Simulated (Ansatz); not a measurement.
## Varying the input for Ba3SbP

All trials start from this Ansatz input:

```yaml
crystal:
  lattice:
    - [6.113177, 0.0, 0.0]
    - [0.0, 6.113177, 0.0]
    - [0.0, 0.0, 6.113177]
  atoms:
    - { symbol: Ba, position: [0.0, 0.5, 0.5] }
    - { symbol: Ba, position: [0.5, 0.0, 0.5] }
    - { symbol: Ba, position: [0.5, 0.5, 0.0] }
    - { symbol: Sb, position: [0.0, 0.0, 0.0] }
    - { symbol: P, position: [0.5, 0.5, 0.5] }
basis:
  ecutwfc: 420
kpoints:
  mp_grid: { grid: [4, 4, 4] }
hamiltonian:
  xc: pbe
scf:
  occupations: { method: gaussian, width: 0.1 }
output:
  forces: true
  stress: true
  eigenvalues: true
```

Command:

```bash
ansatz run input.yaml --threads 1 --pin off --max-ram 1331MiB --backend cpu --events-out ev --progress --plain --runs-dir out
```

The run converges in 6 SCF iterations on 10 irreducible k-points: pressure -0.48 GPa, gap on the sampled k-points 0.39 eV.

These settings were drawn at random to show what each does; none of the numbers is a converged property of the crystal. Each trial's input is given as a difference from the reference's; energies are extrapolated to zero smearing where there is one, and pressure is positive in compression.

Trial 1:

```diff
 basis:
-  ecutwfc: 420
+  ecutwfc: "9 Ha"
 kpoints:
-  mp_grid: { grid: [4, 4, 4] }
+  mp_grid: { grid: [4, 4, 4], shift: [0.5, 0.5, 0] }
```

The run converges in 7 SCF iterations on 9 irreducible k-points: energy 385 meV per atom above the reference, pressure -0.52 GPa (unreliable at so low a cutoff), gap on the sampled k-points 1.03 eV. It warns that the cutoff lies under the recommended one, 420 eV for these potentials; that the mesh lowers the symmetry.

Trial 2 (origin moved):

```diff
 crystal:
   atoms:
-    - { symbol: Ba, position: [0.0, 0.5, 0.5] }
-    - { symbol: Ba, position: [0.5, 0.0, 0.5] }
-    - { symbol: Ba, position: [0.5, 0.5, 0.0] }
-    - { symbol: Sb, position: [0.0, 0.0, 0.0] }
-    - { symbol: P, position: [0.5, 0.5, 0.5] }
+    - { symbol: Ba, position: [0.564, 1.156, 1.029] }
+    - { symbol: Ba, position: [1.064, 0.656, 1.029] }
+    - { symbol: Ba, position: [1.064, 1.156, 0.529] }
+    - { symbol: Sb, position: [0.564, 0.656, 0.529] }
+    - { symbol: P, position: [1.064, 1.156, 1.029] }
 basis:
-  ecutwfc: 420
+  ecutwfc: 230
 kpoints:
+  band_path: { path: [[0, 0, 0], [0.5, 0, 0], [0.5, 0.5, 0.5]], npoints: 4 }
 hamiltonian:
-  xc: pbe
+  xc: blyp
 scf:
-  occupations: { method: gaussian, width: 0.1 }
+  occupations: { method: methfessel_paxton, width: "0.005 Ry" }
+  n_extra_bands: 2
```

The run converges in 8 SCF iterations on 10 irreducible k-points: pressure 1.13 GPa (unreliable at so low a cutoff), gap on the sampled k-points 0.47 eV. It warns that the cutoff lies under the recommended one, 420 eV for these potentials.

Trial 3:

```diff
 basis:
-  ecutwfc: 420
+  ecutwfc: "32 Ry"
 kpoints:
-  mp_grid: { grid: [4, 4, 4] }
+  mp_grid: { grid: [2, 2, 2] }
 hamiltonian:
-  xc: pbe
+  xc: blyp
 scf:
+  mixing: { ndim: 4 }
+  initial_density: { chi_scale: 0, normalization: atom }
+  eigensolver: { mixed_precision: false }
+  max_iter: 54
```

The run converges in 11 SCF iterations on 4 irreducible k-points: pressure 1.47 GPa, gap on the sampled k-points 0.43 eV.

Trial 4:

```diff
 kpoints:
-  mp_grid: { grid: [4, 4, 4] }
+  mp_grid: { grid: [1, 1, 1], shift: [0.25, 0.25, 0.25] }
 hamiltonian:
+  dispersion: none
 scf:
-  occupations: { method: gaussian, width: 0.1 }
+  occupations: { method: gaussian, width: "0.02 Ry" }
```

The run converges in 7 SCF iterations on 1 irreducible k-point: pressure -0.68 GPa, gap on the sampled k-points 2.10 eV.

Trial 5:

```diff
 kpoints:
-  mp_grid: { grid: [4, 4, 4] }
+  mp_grid: { grid: [1, 1, 1] }
 hamiltonian:
-  xc: pbe
+  xc: lda
 scf:
-  occupations: { method: gaussian, width: 0.1 }
+  occupations: { method: tetrahedron_uncorrected }
+  max_iter: 40
```

The run converges in 16 SCF iterations on 1 irreducible k-point: pressure 9.74 GPa, no gap. It warns that the tetrahedra were set aside for another filling of the bands.

Trial 6:

```diff
 basis:
-  ecutwfc: 420
+  ecutwfc: "18 Ha"
 kpoints:
-  mp_grid: { grid: [4, 4, 4] }
+  mp_grid: { grid: [2, 2, 2], shift: [0.5, 0.5, 0] }
 hamiltonian:
-  xc: pbe
+  xc: pbesol
 scf:
+  max_iter: 40
 output:
-  forces: true
+  forces: false
```

The run converges in 7 SCF iterations on 2 irreducible k-points: pressure -1.79 GPa, gap on the sampled k-points 1.76 eV. It warns that the mesh lowers the symmetry.

Trial 7:

```diff
 crystal:
   atoms:
-    - { symbol: P, position: [0.5, 0.5, 0.5] }
+    - { symbol: P, position: [0.5, 0.5, 0.5], spin: 0.5 }
 kpoints:
-  mp_grid: { grid: [4, 4, 4] }
+  mp_grid: { grid: [1, 1, 1] }
 hamiltonian:
-  xc: pbe
+  xc: revpbe
+  dispersion: d3bj
 scf:
+  lower_state_search: "off"
+  algorithm: density_mixing
+  max_iter: 40
 output:
+  populations: true
+magnetization:
+  spin_polarized: true
```

The run converges in 23 SCF iterations on 1 irreducible k-point: pressure 7.77 GPa, cell moment 5.98 μB (the reference has none, and so few k-points can make one).

Trial 8:

```diff
 basis:
-  ecutwfc: 420
+  ecutwfc: 500
 kpoints:
-  mp_grid: { grid: [4, 4, 4] }
+  mp_grid: { grid: [1, 1, 1] }
 hamiltonian:
-  xc: pbe
+  xc: r2scan
 scf:
-  occupations: { method: gaussian, width: 0.1 }
+  occupations: { method: fermi_dirac }
+  max_iter: 30
+  convergence: { dr2_threshold: "1e-4 eV" }
```

The run converges in 8 SCF iterations on 1 irreducible k-point: pressure 7.90 GPa. It warns that the SCF threshold is loose for the forces; that not every printed level is settled; that the SCF threshold is loose for the stress.

Trial 9:

```diff
 kpoints:
-  mp_grid: { grid: [4, 4, 4] }
+  mp_grid: { grid: [1, 1, 1], shift: [0.5, 0.5, 0] }
```

The run converges in 8 SCF iterations on 1 irreducible k-point: energy 379 meV per atom below the reference, pressure -2.65 GPa, gap on the sampled k-points 2.38 eV.